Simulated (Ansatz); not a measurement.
The start is a relaxed P2W cell with every coordinate shifted by Gaussian noise of σ = 0.1 Å. The structure is fully relaxed (lattice and positions, P = 0) with PBEsol (plane waves to 420 eV, PAW, scalar-relativistic; Ansatz, a first-principles code). First-step values are on the input's coarse k-mesh.

Ansatz input (later rounds restart from its end on a renewed k-mesh):
Ansatz 0.2 input:
```yaml
crystal:
  lattice:
    - [1.57438669, -5.56816224, 0]
    - [1.57438669, 5.56816224, 0]
    - [0, 0, 4.9531567453]
  atoms:
    - { symbol: P, position: [0.0629966515, 0.8826026495, 0.3655936871] }
    - { symbol: P, position: [0.8661774053, 0.0382851535, 0.8717157933] }
    - { symbol: P, position: [0.728054063, 0.1502625983, 0.2398066371] }
    - { symbol: P, position: [0.1988279686, 0.7823821632, 0.7058159758] }
    - { symbol: W, position: [0.3856753774, 0.5664518918, 0.4967675556] }
    - { symbol: W, position: [0.5455497191, 0.3502919742, 1.0086700017] }
basis: { ecutwfc: 420, ecutrho_ratio: 4, xc_grid: 2, fft_grid_basis: typed }
kpoints: { mp_grid: { grid: [8, 8, 5] } }
hamiltonian:
  xc: pbesol
  dispersion: none
  pseudopotentials: { kind: paw }
scf: { occupations: { method: fermi_dirac, width: 0.05 } }
relax: { f_tol: 0.01, max_steps: 100, cell: { stress_tol: 0.02 } }
output: { forces: true, stress: true }
```

Question: Which atoms feel the largest initial force, and how large is it?

Answer: About 3.0 eV/Å, on P1 (atoms numbered as listed).

Question: How much energy is released per atom?

Answer: 0.17 eV/atom.

Question: Does it find its way back to the structure it was made from?

Answer: It relaxes back to the parent, Cmc2₁ (No. 36).

Question: How do the shortest distances between atoms change?

Answer: The closest pairs of elements (up to four, under 3.6 Å), start → end: P–P 2.14 → 2.16 Å; P–W 2.32 → 2.47 Å; W–W 3.15 → 3.15 Å.

The end point of the relaxation:

```cif
data_P8W4
_chemical_formula_sum 'P8 W4'
_space_group_name_H-M_alt 'Cmc21'
_space_group_IT_number 36
_space_group_name_Hall 'C 2c -2'
_cell_length_a 3.14877
_cell_length_b 11.13630
_cell_length_c 4.95313
_cell_angle_alpha 90.000
_cell_angle_beta 90.000
_cell_angle_gamma 90.000
loop_
_atom_site_label
_atom_site_type_symbol
_atom_site_symmetry_multiplicity
_atom_site_Wyckoff_symbol
_atom_site_fract_x
_atom_site_fract_y
_atom_site_fract_z
_atom_site_occupancy
P1 P 4 a 0.00000 0.42990 0.38652 1
P2 P 4 a 0.00000 0.70305 0.20429 1
W1 W 4 a 0.00000 0.09322 0.50337 1
```
(The calculation used a cell of 6 atoms; values per cell refer to that cell.)

Final values are on a 15×15×10 k-mesh of the relaxed cell. No spin polarisation in the result.
